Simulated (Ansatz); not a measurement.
HgO:
```cif
data_HgO
_chemical_formula_sum 'Hg1 O1'
_space_group_name_H-M_alt 'P 1'
_space_group_IT_number 1
_cell_length_a 3.28782
_cell_length_b 3.28782
_cell_length_c 3.02335
_cell_angle_alpha 90.000
_cell_angle_beta 90.000
_cell_angle_gamma 120.000
loop_
_space_group_symop_operation_xyz
  'x, y, z'
loop_
_atom_site_label
_atom_site_type_symbol
_atom_site_fract_x
_atom_site_fract_y
_atom_site_fract_z
_atom_site_occupancy
Hg1 Hg 0.00000 0.00000 0.00000 1
O1 O 0.66667 0.33333 0.50000 1
```

Relaxed with PBEsol.

Problem. Decompose the optical modes at the zone centre into irreducible representations, and say which are infrared and Raman allowed.

Solution. Point group -6m2: Γ_opt = A2'' + E'. Infrared: A2'', E'. Raman: E'.

Problem. Assign frequencies (DFPT, DFT-PBEsol in the program Ansatz with PAW potentials).

Solution. E' 185, A2'' 223 cm⁻¹.

Space group P-6m2. The cell is a constructed one: a structure type filled with these elements; neither database checked (COD, Materials Project) lists it. COD files the formula under space group No. 44, 62, so this cell is another polymorph or a model. Its standing as an ambient phase is unchecked. The PBEsol relaxation kept the symmetry of its start. At this level the phase is mechanically unstable. As this level gives no gap, phonon frequencies hold no LO–TO term and depend on the k-mesh and smearing (Fermi–Dirac, 0.1 eV here). Scalar-relativistic: spin–orbit coupling is off unless named, which matters more the heavier the elements.

Potentials: the later of the program's two PAW sets.
